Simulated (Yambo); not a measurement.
**Excitons in LiF**

```
CELL_PARAMETERS angstrom
      0.00000     1.95254     1.95254
      1.95254     0.00000     1.95254
      1.95254     1.95254     0.00000
ATOMIC_POSITIONS crystal
  Li 0.00000 0.00000 0.00000
  F  0.50000 0.50000 0.50000
```

Cell and atoms were relaxed with LDA from Materials Project entry mp-1138, within its symmetry.

BSE in Yambo on norm-conserving LDA (Quantum ESPRESSO, 84 Ry, no spin-orbit coupling) bands: 10×10×10 mesh, 3 valence and 1 conduction bands, static screening with 9 bands and a 4 Ry block, scissor 4.99 eV, Tamm-Dancoff; field along x.

| state | energy (eV) | states within 2 meV | relative strength | class | main transitions |
|---|---|---|---|---|---|
| 1 | 12.40 | 3 | 1.00 | strong | several band pairs |
| 2 | 13.88 | 3 | < 0.01 | dark | several band pairs |
| 3 | 13.92 | 3 | 0.17 | strong | several band pairs |
| 4 | 13.94 | 2 | < 0.01 | dark | VB → CB (61 %) |
| 5 | 14.08 | 3 | < 0.01 | dark | several band pairs |
| 6 | 14.24 | 3 | 0.09 | strong | several band pairs |
| 7 | 14.30 | 3 | < 0.01 | dark | several band pairs |
| 8 | 14.32 | 2 | < 0.01 | dark | several band pairs |
| 9 | 14.37 | 1 | < 0.01 | dark | VB−2 → CB (99 %) |

These are vertical excitations (zero momentum). The direct quasiparticle gap on this mesh is 14.74 eV; counted from there, state 1 is bound by 2.34 eV. On a 8×8×8 mesh the same difference is 2.32 eV.

Spin singlets only. Strengths are relative to the strongest of the lowest states of this run; strong means a line over 3 % of the spectrum's maximum, dark under 0.03 %. Absolute energies carry the error of the G0W0 scissor, whose convergence isn't established.
